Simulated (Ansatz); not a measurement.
**MnO: field gradients at two levels of theory**

Cell: a refined structure from the COD, whose atoms a relaxation with PBE at fixed cell left in place.

```yaml
crystal:
  lattice:
    - [0.00000, 2.22300, 2.22300]
    - [2.22300, 0.00000, 2.22300]
    - [2.22300, 2.22300, 0.00000]
  atoms:
    - { symbol: Mn, position: [0.00000, 0.00000, 0.00000] }
    - { symbol: O, position: [0.50000, 0.50000, 0.50000] }
```

Atoms are numbered from 1 in the order listed; like atoms form one site, named after its first atom.

First run. The numbers come from a DFT calculation in Ansatz (PBE, plane waves and PAW, scalar-relativistic, collinear spin, 420 eV cutoff, Γ-centred 13×13×13 k-points, Fermi–Dirac smearing 0.05 eV). Start moments as typed (μB): 5 on each Mn, none on the rest.

```tsv
site	atom	V_zz (10²¹ V/m²)	η	m (μB)
Mn	1	0.00	–	4.04
```

Second run. The same atoms and settings, except that a Hubbard term is added (U = 4.9 eV on Mn d).

Task: What does the second run give?

Result: 

```
site  atom  V_zz  η  change of V_zz  m (μB)
  Mn     1  0.00  –            0.00    4.29
```

No V_zz moves by more than 0.01. Other sites without a gradient aren't listed. The absolute magnetisation of the cell goes from 4.8 to 5.0 μB. The first run finds no gap above 0.1 eV, the second does.

Measured MnO orders antiferromagnetically, but in this run all moments are parallel, as the start or the cell imposes: fields and spin densities carried over to other atoms belong to this order alone, and gaps, moments and gradients can differ too.
For the first run: Semilocal functionals can leave a metal where correlation in the d or f shell opens a gap in the real compound, and that would change the values at and beside Mn.
For the second run: At this cell the PBE+U pressure is 10 GPa, so with PBE+U the cell would grow if it were relaxed. The entry's cell may itself be off.
